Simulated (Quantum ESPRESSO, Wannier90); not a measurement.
**Wannierisation of PbBrF (P4/nmm)**

```xyz
6
Lattice="4.1851 0.0000 0.0000 0.0000 4.1851 0.0000 0.0000 0.0000 7.6623" Properties=species:S:1:pos:R:3 pbc="T T T"
Pb     0.0000     2.0925    -1.4604
Pb     2.0925     0.0000     1.4604
Br     2.0925     0.0000    -2.6609
Br     0.0000     2.0925     2.6609
F      2.0925     2.0925     0.0000
F      0.0000     0.0000     0.0000
```

Structure: Materials Project mp-23008, symmetrised, not relaxed again. COD (Crystallography Open Database) has an entry of this formula and space group (matched by these alone). Level: PBEsol, spinors with spin-orbit coupling; pw.x of Quantum ESPRESSO at 68 Ry with PseudoDojo potentials, 4×4×4 k-points, Wannier90. Density: 8×8×4 mesh, cold smearing 0.01 Ry.

A tight-binding model is made by disentanglement and projection with no localisation steps (num_iter = 0), so the 48 orbitals stay atom-like: hydrogen-like Pb: s;p; Br: s;p; F: s;p, axes along x, y, z; frozen window up to 3.62 eV relative to the valence-band maximum. It follows pw.x to 2.8 meV rms for states up to 3.1 eV relative to the valence-band maximum. Matrix elements depend on this choice of orbitals and windows. Bands 5–12 (Pb 5d 99 %), 13–24 (Pb 5d 98 %) lie between the kept ones and are excluded.

The 20 largest hoppings ⟨m,0|H|n,R⟩ between different sites (one of each Hermitian pair; signs follow the real orbitals' lobes; the list may end inside a set of equal values):

| m | n | R | distance of the centres (Å) | t (eV) | Im t (eV) |
|---|---|---|---|---|---|
| Pb2 pz↑ | Br3 pz↑ | 0 0 1 | 3.44 | 0.967 | 0.000 |
| Br4 pz↑ | Pb1 pz↑ | 0 0 1 | 3.44 | 0.967 | 0.000 |
| Pb2 pz↓ | Br3 pz↓ | 0 0 1 | 3.44 | 0.967 | 0.000 |
| Br4 pz↓ | Pb1 pz↓ | 0 0 1 | 3.44 | 0.967 | 0.000 |
| F5 px↑ | Pb1 s↑ | 1 0 0 | 2.54 | -0.860 | 0.000 |
| F5 px↑ | Pb1 s↑ | 0 0 0 | 2.54 | 0.860 | 0.000 |
| F5 px↓ | Pb1 s↓ | 0 0 0 | 2.54 | 0.860 | 0.000 |
| F5 py↑ | Pb2 s↑ | 0 0 0 | 2.54 | 0.860 | 0.000 |
| F5 py↓ | Pb2 s↓ | 0 0 0 | 2.54 | 0.860 | 0.000 |
| F6 px↑ | Pb2 s↑ | 0 0 0 | 2.54 | -0.860 | 0.000 |
| Pb1 s↑ | F6 py↑ | 0 1 0 | 2.54 | 0.860 | 0.000 |
| F5 py↑ | Pb2 s↑ | 0 1 0 | 2.54 | -0.860 | 0.000 |
| F5 px↓ | Pb1 s↓ | 1 0 0 | 2.54 | -0.860 | 0.000 |
| F6 py↑ | Pb1 s↑ | 0 0 0 | 2.54 | -0.860 | 0.000 |
| F5 py↓ | Pb2 s↓ | 0 1 0 | 2.54 | -0.860 | 0.000 |
| Pb1 s↓ | F6 py↓ | 0 1 0 | 2.54 | 0.860 | 0.000 |
| Pb2 s↓ | F6 px↓ | 1 0 0 | 2.54 | 0.860 | 0.000 |
| F6 py↓ | Pb1 s↓ | 0 0 0 | 2.54 | -0.860 | 0.000 |
| Pb2 s↑ | F6 px↑ | 1 0 0 | 2.54 | 0.860 | 0.000 |
| F6 px↓ | Pb2 s↓ | 0 0 0 | 2.54 | -0.860 | 0.000 |
